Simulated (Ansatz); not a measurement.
# Field gradients of SiMo3 from run to run

Cell of run 1: a structure deposited in the COD, whose atoms a relaxation with PBE at fixed cell left in place.

Space group Pm-3n (No. 223); a = 4.8930 Å.

```
site  Wyckoff  site symmetry       x       y       z
  Si       2a           m-3.  0.0000  0.0000  0.0000
  Mo       6c          -4m.2  0.2500  0.0000  0.5000
```

One atom of each set is listed.

All runs are DFT with Ansatz 0.2.0 (plane waves and PAW, scalar-relativistic unless spin–orbit coupling is named, Γ-centred meshes, Fermi–Dirac smearing where given) in this cell.

Run 1: PBE, atoms relaxed; 420 eV, 10×10×10 k-points, smearing 0.05 eV.
Run 2: r2SCAN, at the relaxed atoms; 500 eV, 10×10×10 k-points, smearing 0.05 eV.
Run 3: PBE with spin–orbit coupling, at the relaxed atoms; 420 eV, 10×10×10 k-points, smearing 0.05 eV.
Run 4: LDA, at the relaxed atoms; 420 eV, 10×10×10 k-points, smearing 0.05 eV.
Run 5: PBEsol, at the relaxed atoms; 420 eV, 10×10×10 k-points, smearing 0.05 eV.

| run | Mo V_zz (η) |
| --- | --- |
| 1 | 3.91 (0.00) |
| 2 | 4.53 (0.00) |
| 3 | 3.80 (0.00) |
| 4 | ? |
| 5 | 3.77 (0.00) |

V_zz in 10²¹ V/m²; 1 of the 2 sets of like atoms are followed.

Problem. Estimate the row of run 4.

Solution. Mo: 3.40 (0.00). It lies nearest to run 5, from whose tensors on these sites it differs by 0.36 at most (largest principal value of the difference, on Mo). Taken one at a time, the functional (between the two that differ most) moves the tensors on these sites by up to 1.13 (largest principal value of the change, on Mo), spin–orbit coupling by 0.11 (Mo).

In runs 1, 2, 3, 4, 5 there is no gap above 0.1 eV, so the gradients can move by 10 % or more with the k-mesh. The cell isn't the equilibrium one in runs 4, 5 (calculated pressure -9, -5 GPa), and the entry's cell may itself be off.
